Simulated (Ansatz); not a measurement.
# Stress against strain in InAg₃

```
CELL_PARAMETERS angstrom
4.14400 0.00000 0.00000
0.00000 4.14400 0.00000
0.00000 0.00000 4.14400
ATOMIC_POSITIONS crystal
In 0.00000 0.00000 0.00000
Ag 0.00000 0.50000 0.50000
Ag 0.50000 0.00000 0.50000
Ag 0.50000 0.50000 0.00000
```

Atoms are numbered in the order listed.

Conventional cell: a = 4.144 Å, b = 4.144 Å, c = 4.144 Å, α = 90.00°, β = 90.00°, γ = 90.00°. Around In (atom 1) lie 12 Ag at 2.93 Å. Ag (atom 2) has 4 In at 2.93 Å and 8 Ag at 2.93 Å as nearest neighbours.

The cell is COD entry 1510013, as deposited and not checked against the literature; nothing was relaxed.

Spin–orbit coupling is left out, though it moves levels of the heavy atoms by tenths of an eV or more.

These are results of DFT, PBEsol, all-electron LAPW, scalar-relativistic (Ansatz 0.2.0), not measurements.

Settings: a Γ-centred 9×9×9 k mesh, Fermi–Dirac smearing of 0.05 eV, basis error target 0.5 meV/atom, no spin polarisation.

The strain is applied along the Cartesian axes of the cell as listed (the other components stay zero). Fractional coordinates are held (clamped ions).

σ is the change of stress from the unstrained cell, which is at -0.30 GPa; tension is positive, so slopes are stress–strain coefficients at that pressure. In a metal the k mesh adds noise.

Only quantities that a quadratic follows smoothly over the whole series are listed; rougher ones are left out.

```
εxx = εyy  σzz (GPa)  σxx (GPa)
  -0.0200      -4.64      -4.55
  -0.0100      -2.22      -2.09
   0.0000       0.00       0.00
   0.0200       3.90       3.39
```

Fit the series and read off the stiffness at zero strain.

Least-squares fits y = p0 + p1 x + p2 x² to the rows give σzz (GPa): p1 = 213, p2 = -930; σxx (GPa): p1 = 198, p2 = -1500. So 2 C12 = 213 GPa and C11 + C12 = 198 GPa.

One run, at εxx = εyy = 0.0100, is withheld. Predict its row.

The fits give 2.04, 1.85; the run gave 2.08, 1.78.
